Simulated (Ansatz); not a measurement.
BaO (rock salt), relaxed and computed with several functionals in Ansatz (plane waves, PAW).

```tsv
functional	a (Å)	gap (eV)	B₀ by P(V) fit (GPa)
LDA	5.434	1.68	85.8
PBE	5.573	2.10	69.1
HSE06	…	…	…
```

Problem. Some entries are withheld; supply them.

Solution. 
- HSE06, a (Å): 5.531
- HSE06, gap (eV): 3.30
- HSE06, B₀ by P(V) fit (GPa): 75.4

All cells were relaxed under the symmetry of their starts (and spin orders); stability against distortions was not tested throughout. Spin–orbit coupling is left out wherever it is not named.

Potentials: the later of the program's two PAW sets.

Ansatz (a program for electronic structure) is a plane-wave DFT program.
